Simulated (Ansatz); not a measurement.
Ansatz run, HfSc₂H₆O₆

Input file of Ansatz 0.2.0:

```yaml
crystal:
  lattice:
    - [2.960808, 1.709424, 4.672363]
    - [-2.960808, 1.709424, 4.672363]
    - [0.0, -3.418847, 4.672363]
  atoms:
    - { symbol: O, position: [0.587, 0.866, 0.29] }
    - { symbol: O, position: [0.29, 0.587, 0.866] }
    - { symbol: O, position: [0.866, 0.29, 0.587] }
    - { symbol: O, position: [0.413, 0.134, 0.71] }
    - { symbol: O, position: [0.71, 0.413, 0.134] }
    - { symbol: O, position: [0.134, 0.71, 0.413] }
    - { symbol: Hf, position: [0.5, 0.5, 0.5] }
    - { symbol: Sc, position: [0.8323, 0.8324, 0.8323] }
    - { symbol: Sc, position: [0.1677, 0.1676, 0.1677] }
    - { symbol: H, position: [0.64, 0.94, 0.37] }
    - { symbol: H, position: [0.37, 0.64, 0.94] }
    - { symbol: H, position: [0.94, 0.37, 0.64] }
    - { symbol: H, position: [0.36, 0.06, 0.63] }
    - { symbol: H, position: [0.63, 0.36, 0.06] }
    - { symbol: H, position: [0.06, 0.63, 0.36] }
  symmetry: { tolerance: 0.0003 }
kpoints:
  mp_grid: { grid: [5, 5, 5], shift: [0, 0, 0] }
magnetization:
  spin_polarized: false
scf:
  occupations: { method: fermi_dirac }
  lower_state_search: "off"
  max_iter: 200
hamiltonian:
  pseudopotentials: { kind: paw }
  xc: r2scan
basis:
  ecutwfc: 500
  fft_grid_basis: typed
output:
  forces: true
  stress: true
  eigenvalues: true
  bader: true
  populations: true
  elf: true
  write_potential: true
  volumetric_format: npy
  dos:
    e_range: [-12, 8]
    de: 0.05
    projected: { site_lists: { H: [H], Hf: [Hf], O: [O], Sc: [Sc] } }
checkpoint:
  read: saved_state
```

The run starts from an earlier solution of this cell. 

Output (shortened):

```
Warning: the atoms were moved onto the symmetric positions of the space group found under crystal.symmetry.tolerance 3.0e-4 (fractional; no operation is sought that the atoms, as they stand in a round, miss by more than twice it, and no atom is moved by as much as it), and the run uses the moved positions.
Pseudopotentials: kind: paw
Pseudopotential: O, paw, valence charge 6, recommended cutoff 500 eV (meta_gga), O.paw.azcp
Pseudopotential: Hf, paw, valence charge 26, recommended cutoff 500 eV (meta_gga), Hf.paw.azcp
Pseudopotential: Sc, paw, valence charge 11, recommended cutoff 500 eV (meta_gga), Sc.paw.azcp
Pseudopotential: H, paw, valence charge 1, recommended cutoff 500 eV (meta_gga), H.paw.azcp
Functional definition: r2SCAN
  exchange = r2scan_x(k0 = k0, k1 = k1, a1 = a1)
  correlation = r2scan_c
Crystal: 15 atoms, lattice volume = 141.889 Å³
Basis set: ecut = 500 eV, 3623 PW (Γ), exchange–correlation on 180×180×180 points (64 copies of the dense FFT grid, shifted against one another)
Bands: 60, of which v1, the nominal top of the filled ones, is band 45 counted from 1 (44 counted from 0)
Symmetry: 6 space group operations
Space group: R-3 (ITA 148), of the structure as read, at distance tolerance 1.6e-3 Å
k-points: 23 of 125
Initial density: read from a saved state, or passed on in memory by an earlier SCF of this step, an earlier step, the calling program or the single point that the run made first
Functional: x = r2scan, c = r2scan; τ floored in thin density (d = 2e-4 eV/Å³)
SCF iter   1: F=-23528.2731 eV  Δρ=1.24e-3  dr2=1.26e-3  dr2_τ=9.60e-4
SCF iter   2: F=-23528.2737 eV  Δρ=3.71e-4  dr2=1.45e-4  dr2_τ=3.05e-5
SCF iter   3: F=-23528.2738 eV  Δρ=9.53e-5  dr2=1.34e-5  dr2_τ=1.58e-6
SCF iter   4: F=-23528.2739 eV  Δρ=4.09e-5  dr2=1.86e-6  dr2_τ=4.19e-7
SCF iter   5: F=-23528.2739 eV  Δρ=1.55e-5  dr2=4.84e-7  dr2_τ=4.71e-8
SCF iter   6: F=-23528.2739 eV  Δρ=6.31e-6  dr2=9.48e-8  dr2_τ=5.20e-9
Free energy (F): -23528.2739 eV
Harris-Foulkes:  -23528.2739 eV  (|F-HF|=4.02e-8)
Internal energy: -23528.0525 eV  (E = F + TS)
E sigma→0 (E₀):  -23528.1632 eV
Entropy (-TS):   -0.2214 eV (-14.762 meV/atom)
Fermi energy:    11.4111 eV
--- Forces (eV/Å), atoms counted from 1 ---
  atom   1  O     -0.7636     1.3172     0.1884
  atom   2  O     -0.7590    -1.3199     0.1884
  atom   3  O      1.5225     0.0027     0.1884
  atom   4  O      0.7636    -1.3172    -0.1884
  atom   5  O      0.7590     1.3199    -0.1884
  atom   6  O     -1.5225    -0.0027    -0.1884
  atom   7  Hf     0.0000     0.0000     0.0000
  atom   8  Sc     0.0000     0.0000     0.3218
  atom   9  Sc     0.0000     0.0000    -0.3218
  atom  10  H      0.2671     0.3148     0.2029
  atom  11  H     -0.4062     0.0739     0.2029
  atom  12  H      0.1391    -0.3887     0.2029
  atom  13  H     -0.2671    -0.3148    -0.2029
  atom  14  H      0.4062    -0.0739    -0.2029
  atom  15  H     -0.1391     0.3887    -0.2029
--- Stress (GPa, compression-positive) ---
        2.9336       0.0000       0.0000
        0.0000       2.9336       0.0000
        0.0000       0.0000       7.9196
  P = ⅓ Tr σ = 4.5956 GPa (45.956 kbar)
--- Löwdin populations: 15 sites ---
  site symbol       q [e]
     0      O      6.7258
     1      O      6.7258
     2      O      6.7258
     3      O      6.7258
     4      O      6.7258
     5      O      6.7258
     6     Hf     24.7294
     7     Sc     10.2504
     8     Sc     10.2504
     9      H      0.6551
    10      H      0.6551
    11      H      0.6551
    12      H      0.6551
    13      H      0.6551
    14      H      0.6551
  spilling = 0.0054 (of n_electrons = 90.0000)
--- Bader charges: 15 sites ---
  site symbol  charge [e]  shift [e]
     0      O     -1.4598     0.0006
     1      O     -1.4598     0.0006
     2      O     -1.4598     0.0006
     3      O     -1.4598     0.0006
     4      O     -1.4598     0.0006
     5      O     -1.4598     0.0006
     6     Hf      2.5435     0.0072
     7     Sc      1.4470     0.0005
     8     Sc      1.4470     0.0005
     9      H      0.5536     0.0016
    10      H      0.5535     0.0016
    11      H      0.5536     0.0016
    12      H      0.5536     0.0016
    13      H      0.5536     0.0016
    14      H      0.5536     0.0016
```

Origin: a known structure type with other elements, at an estimated volume, so it need not be a known compound. Caveats: many states at the Fermi level without spin polarisation, so a magnetic state may lie lower; atoms or cell far from equilibrium.
